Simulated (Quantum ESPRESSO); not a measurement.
AlMgGeGaAs4, input and log of a self-consistent run

Simulated, not a measurement. The program is pw.x of Quantum ESPRESSO 7.5 (plane-wave density functional theory). The cell is made up: 8 atoms on a zincblende/diamond lattice, with randomly drawn elements, strain and displacements, not relaxed. PseudoDojo standard norm-conserving files (v0.5 for PBE, v0.4.1 for LDA and PBEsol) set the functional; there is no spin polarisation, spin-orbit coupling or dispersion term, and the masses in the input are unused placeholders.

Input:

```
&control calculation='scf', pseudo_dir='./dojo.nc.sr.pbe.v0_5.standard.upf', outdir='./o', disk_io='low', tprnfor=.true., tstress=.true. /
&system ibrav=0, nat=8, ntyp=5, nbnd=60, ecutwfc=84.00895049, nosym=.true., tot_charge=0,
 occupations='smearing', smearing='fd', degauss=0.0073498644
/
&electrons conv_thr=7.350e-09, electron_maxstep=60, /
ATOMIC_SPECIES
Al 1.0 Al.upf
As 1.0 As.upf
Ga 1.0 Ga.upf
Ge 1.0 Ge.upf
Mg 1.0 Mg.upf
CELL_PARAMETERS angstrom
5.542 0.0486 -0.0244
0.0486 5.6505 0.0565
-0.0244 0.0565 5.4825
ATOMIC_POSITIONS angstrom
Al 0.0432 -0.0331 0.0602
Mg 0.1024 2.8649 2.7882
Ge 2.6895 -0.0229 2.8007
Ga 2.7898 2.8612 0.0669
As 1.3517 1.5495 1.3921
As 1.3733 4.3176 4.2224
As 4.2656 1.4108 4.0948
As 4.2078 4.3083 1.3836
K_POINTS automatic
6 6 6 1 1 1
```

The log is shortened where brackets say so; the opening notice, blank lines, dates and the lines on written files are dropped, and the path of the files is cut. It prints rydbergs, bohrs and kilobars, and counts compression as positive stress.

```
     Program PWSCF v.7.5
     Parallel version (MPI & OpenMP), running on       4 processor cores
     Number of MPI processes:                 4
     Threads/MPI process:                     1
     [start-up lines left out]
     bravais-lattice index     =            0
     lattice parameter (alat)  =      10.4734  a.u.
     unit-cell volume          =    1158.3566 (a.u.)^3
     number of atoms/cell      =            8
     number of atomic types    =            5
     number of electrons       =       100.00
     number of Kohn-Sham states=           60
     kinetic-energy cutoff     =      84.0090  Ry
     charge density cutoff     =     336.0358  Ry
     scf convergence threshold =      7.3E-09
     mixing beta               =       0.7000
     number of iterations used =            8  plain     mixing
     Exchange-correlation= PBE
                           (   1   4   3   4   0   0   0)
     [axes and pseudopotential details left out]
   Cartesian axes
     site n.     atom                  positions (alat units)
         1        Al     tau(   1) = (   0.0077946  -0.0059723   0.0108620  )
         2        Mg     tau(   2) = (   0.0184762   0.5169185   0.5030794  )
         3        Ge     tau(   3) = (   0.4852708  -0.0041319   0.5053347  )
         4        Ga     tau(   4) = (   0.5033680   0.5162509   0.0120709  )
         5        As     tau(   5) = (   0.2438894   0.2795787   0.2511788  )
         6        As     tau(   6) = (   0.2477867   0.7790314   0.7618543  )
         7        As     tau(   7) = (   0.7696490   0.2545529   0.7388313  )
         8        As     tau(   8) = (   0.7592200   0.7773534   0.2496451  )
     number of k points=   108  Fermi-Dirac smearing, width (Ry)=  0.0073
     Number of k-points >= 100: set verbosity='high' to print them.
     Dense  grid:   120465 G-vectors     FFT dimensions: (  64,  64,  64)
     Estimated max dynamical RAM per process >     563.00 MB
     Estimated total dynamical RAM >       2.11 GB
     Initial potential from superposition of free atoms
     starting charge      99.9923, renormalised to     100.0000
     Starting wfcs are   63 randomized atomic wfcs
     total cpu time spent up to now is       12.8 secs
     per-process dynamical memory:   482.7 Mb
     Self-consistent Calculation
     iteration #  1     ecut=    84.01 Ry     beta= 0.70
     Davidson diagonalization with overlap
     ethr =  1.00E-02,  avg # of iterations =  5.1
     Threshold (ethr) on eigenvalues was too large:
     Diagonalizing with lowered threshold
     Davidson diagonalization with overlap
     ethr =  2.60E-04,  avg # of iterations =  6.2
     total cpu time spent up to now is       81.3 secs
     total energy              =   -1303.58151973 Ry
     estimated scf accuracy    <       0.26363496 Ry
     iteration #  2     ecut=    84.01 Ry     beta= 0.70
     Davidson diagonalization with overlap
     ethr =  2.64E-04,  avg # of iterations =  2.2
     total cpu time spent up to now is      108.5 secs
     total energy              =   -1303.60999368 Ry
     estimated scf accuracy    <       0.09482003 Ry
     iteration #  3     ecut=    84.01 Ry     beta= 0.70
     Davidson diagonalization with overlap
     ethr =  9.48E-05,  avg # of iterations =  2.2
     total cpu time spent up to now is      135.0 secs
     total energy              =   -1303.63534810 Ry
     estimated scf accuracy    <       0.02311144 Ry
     iteration #  4     ecut=    84.01 Ry     beta= 0.70
     Davidson diagonalization with overlap
     ethr =  2.31E-05,  avg # of iterations =  3.4
     total cpu time spent up to now is      163.3 secs
     total energy              =   -1303.64031864 Ry
     estimated scf accuracy    <       0.00142707 Ry
     iteration #  5     ecut=    84.01 Ry     beta= 0.70
     Davidson diagonalization with overlap
     ethr =  1.43E-06,  avg # of iterations =  7.8
     total cpu time spent up to now is      196.5 secs
     total energy              =   -1303.64061423 Ry
     estimated scf accuracy    <       0.00018859 Ry
     iteration #  6     ecut=    84.01 Ry     beta= 0.70
     Davidson diagonalization with overlap
     ethr =  1.89E-07,  avg # of iterations =  2.0
     total cpu time spent up to now is      222.1 secs
     total energy              =   -1303.64065931 Ry
     estimated scf accuracy    <       0.00001739 Ry
     iteration #  7     ecut=    84.01 Ry     beta= 0.70
     Davidson diagonalization with overlap
     ethr =  1.74E-08,  avg # of iterations =  2.6
     total cpu time spent up to now is      250.4 secs
     total energy              =   -1303.64066354 Ry
     estimated scf accuracy    <       0.00000206 Ry
     iteration #  8     ecut=    84.01 Ry     beta= 0.70
     Davidson diagonalization with overlap
     ethr =  2.06E-09,  avg # of iterations =  2.9
     total cpu time spent up to now is      278.6 secs
     total energy              =   -1303.64066408 Ry
     estimated scf accuracy    <       0.00000033 Ry
     iteration #  9     ecut=    84.01 Ry     beta= 0.70
     Davidson diagonalization with overlap
     ethr =  3.31E-10,  avg # of iterations =  2.0
     total cpu time spent up to now is      305.7 secs
     total energy              =   -1303.64066414 Ry
     estimated scf accuracy    <       0.00000002 Ry
     iteration # 10     ecut=    84.01 Ry     beta= 0.70
     Davidson diagonalization with overlap
     ethr =  2.21E-11,  avg # of iterations =  3.3
     total cpu time spent up to now is      338.3 secs
     End of self-consistent calculation
     Number of k-points >= 100: set verbosity='high' to print the bands.
     the Fermi energy is     8.8335 ev
!    total energy              =   -1303.64066414 Ry
     estimated scf accuracy    <          3.6E-09 Ry
     smearing contrib. (-TS)   =      -0.00061303 Ry
     internal energy E=F+TS    =   -1303.64005111 Ry
     The total energy is F=E-TS. E is the sum of the following terms:
     one-electron contribution =    -760.23970880 Ry
     hartree contribution      =     428.88047261 Ry
     xc contribution           =    -294.09770419 Ry
     ewald contribution        =    -678.18311074 Ry
     convergence has been achieved in  10 iterations
     Forces acting on atoms (cartesian axes, Ry/au):
     atom    1 type  1   force =    -0.00084869    0.03180812    0.01837928
     atom    2 type  5   force =    -0.04171396    0.02210890    0.02911818
     atom    3 type  4   force =     0.04176554    0.04700856   -0.02676239
     atom    4 type  3   force =     0.04685926   -0.02059055   -0.02407984
     atom    5 type  2   force =     0.03580700   -0.07876193   -0.02735595
     atom    6 type  2   force =     0.00845985   -0.01251732    0.00922533
     atom    7 type  2   force =    -0.05962059    0.01202594    0.00690146
     atom    8 type  2   force =    -0.03070842   -0.00108171    0.01457393
     Total force =     0.160461     Total SCF correction =     0.000397
     Computing stress (Cartesian axis) and pressure
          total   stress  (Ry/bohr**3)                   (kbar)     P=      109.46
   0.00071482  -0.00003696  -0.00008239          105.15       -5.44      -12.12
  -0.00003696   0.00072188  -0.00009680           -5.44      106.19      -14.24
  -0.00008239  -0.00009680   0.00079555          -12.12      -14.24      117.03
     init_run     :     12.07s CPU     12.62s WALL (       1 calls)
     electrons    :    319.74s CPU    325.54s WALL (       1 calls)
     forces       :      3.67s CPU      3.68s WALL (       1 calls)
     stress       :     12.40s CPU     12.41s WALL (       1 calls)
     [timing details left out]
     PWSCF        :   5m48.15s CPU   5m54.59s WALL
     JOB DONE.
```

In other units: free energy -17736.935 eV for the cell, pressure 10.95 GPa, largest force component 2.025 eV/Å. A rerun of a related cell, with the same atoms placed differently, at 1437 eV and a 8 x 8 x 8 mesh moved values by no more than 0.005 eV in energy, 0.02 GPa in stress and 0.005 eV/Å in force.